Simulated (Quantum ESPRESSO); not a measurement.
**Band energies of K3RhF6**

```xyz
10
Lattice="0.0000 4.4106 4.4106 4.4106 0.0000 4.4106 4.4106 4.4106 0.0000" Properties=species:S:1:pos:R:3 pbc="T T T"
F      4.4106     4.4106     1.9766
F      4.4106     4.4106     6.8446
F      1.9766     4.4106     4.4106
F      6.8446     4.4106     4.4106
F      4.4106     1.9766     4.4106
F      4.4106     6.8446     4.4106
K      2.2053     2.2053     2.2053
K      6.6159     6.6159     6.6159
K      4.4106     4.4106     4.4106
Rh     0.0000     0.0000     0.0000
```

norm-conserving LDA (Quantum ESPRESSO, 88 Ry, scalar-relativistic); path ΓXWKΓLUWLK,UX; energies in eV from the valence-band maximum.

| k (1/Å) | point | band 39 | band 40 | band 41 | band 42 | band 43 | band 44 | band 45 | band 46 |
|---|---|---|---|---|---|---|---|---|---|
| 0.00 | Γ | -3.16 | -3.16 | -0.17 | -0.17 | -0.17 | 2.18 | 2.18 | 3.08 |
| 0.47 |  | -3.38 | -3.17 | -0.19 | -0.04 | -0.04 | 2.16 | 2.19 | 4.39 |
| 0.71 | X | -3.49 | -3.17 | -0.19 | 0.00 | 0.00 | 2.03 | 2.19 | 5.23 |
| 0.71 | W | -3.29 | -3.29 | -0.09 | -0.09 | 0.00 | 2.07 | 2.29 | 5.71 |
| 0.96 | K | -3.40 | -3.23 | -0.14 | -0.03 | -0.02 | 2.10 | 2.27 | 5.49 |
| 1.15 |  | -3.30 | -3.29 | -0.08 | -0.08 | -0.05 | 2.18 | 2.33 | 4.84 |
| 1.53 |  | -3.19 | -3.18 | -0.16 | -0.15 | -0.14 | 2.19 | 2.22 | 3.31 |
| 1.72 | Γ | -3.16 | -3.16 | -0.17 | -0.17 | -0.17 | 2.18 | 2.18 | 3.08 |
| 1.93 |  | -3.20 | -3.19 | -0.15 | -0.14 | -0.14 | 2.22 | 2.22 | 3.36 |
| 2.34 | L | -3.31 | -3.27 | -0.10 | -0.07 | -0.07 | 2.34 | 2.34 | 5.03 |
| 2.77 | U | -3.40 | -3.23 | -0.14 | -0.03 | -0.02 | 2.10 | 2.27 | 5.49 |
| 2.77 | W | -3.29 | -3.29 | -0.09 | -0.09 | 0.00 | 2.07 | 2.29 | 5.71 |
| 2.90 |  | -3.29 | -3.29 | -0.09 | -0.09 | -0.01 | 2.11 | 2.30 | 5.53 |
| 3.15 |  | -3.31 | -3.27 | -0.10 | -0.07 | -0.06 | 2.30 | 2.33 | 5.09 |
| 3.28 | L | -3.31 | -3.27 | -0.10 | -0.07 | -0.07 | 2.34 | 2.34 | 5.03 |
| 3.39 |  | -3.31 | -3.27 | -0.10 | -0.07 | -0.06 | 2.31 | 2.33 | 5.08 |
| 3.60 |  | -3.36 | -3.25 | -0.12 | -0.05 | -0.03 | 2.15 | 2.29 | 5.42 |
| 3.71 | K | -3.40 | -3.23 | -0.14 | -0.03 | -0.02 | 2.10 | 2.27 | 5.49 |
| 3.71 | U | -3.40 | -3.23 | -0.14 | -0.03 | -0.02 | 2.10 | 2.27 | 5.49 |
| 3.96 | X | -3.49 | -3.17 | -0.19 | 0.00 | 0.00 | 2.03 | 2.19 | 5.23 |

The LDA gap is direct, 2.03 eV at X. Another valence extremum on the path lies within 0.02 eV, too close to call.

Spin-orbit splittings are left out.

Geometry of the Materials Project entry, not relaxed at this level.

The structure is a Materials Project entry; no match was found in the copy of COD used, and its stability was not checked.
